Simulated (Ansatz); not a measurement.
CaZn₂Sb₂:
```xyz
5
Lattice="4.4405 0.0000 0.0000 -2.2202 3.8456 0.0000 0.0000 0.0000 7.4615" Properties=species:S:1:pos:R:3 pbc="T T T"
Zn     0.0000     2.5637     4.7150
Zn     2.2202     1.2819     2.7465
Ca     0.0000     0.0000     0.0000
Sb     0.0000     2.5637     1.9304
Sb     2.2202     1.2819     5.5311
```

Relaxed with r²SCAN. Special points in fractions of this cell's reciprocal vectors: Γ (0.000, 0.000, 0.000); M (0.500, 0.000, 0.000); K (0.333, 0.333, 0.000); A (0.000, 0.000, 0.500); L (0.500, 0.000, 0.500); H (0.333, 0.333, 0.500).

Task: List the band energies nearest the valence-band maximum at these points for r²SCAN (plane waves, PAW; program Ansatz).

Result: In eV from the valence-band maximum; about four levels below and three above (degenerate sets whole), none deeper than 8.9 eV; points with the same levels are listed once.

```json
[
 {"k": "Γ", "below": "-1.45 -1.45 -0.10 0.00 0.00", "above": "0.13 1.67 2.03"},
 {"k": "M", "below": "-3.37 -2.57 -2.37 -1.54", "above": "0.35 2.35 2.46"},
 {"k": "K", "below": "-4.36 -2.69 -2.69 -2.58", "above": "2.14 2.65 2.65"},
 {"k": "A", "below": "-0.94 -0.94 -0.83 -0.83", "above": "0.24 1.83 2.32 2.32"},
 {"k": "L", "below": "-2.69 -2.62 -1.43 -1.42", "above": "1.01 1.03 1.68"},
 {"k": "H", "below": "-3.99 -3.23 -1.93 -1.93", "above": "1.52 1.52 3.24"}
]
```

Space group P-3m1. The workflow started from an entry of the Crystallography Open Database (COD). Its standing as an ambient phase is unchecked. Symmetry was held in the r²SCAN relaxation; its stability against distortions is not shown here. Spin–orbit coupling is left out wherever it is not named.

Potentials: the later of the program's two PAW sets.
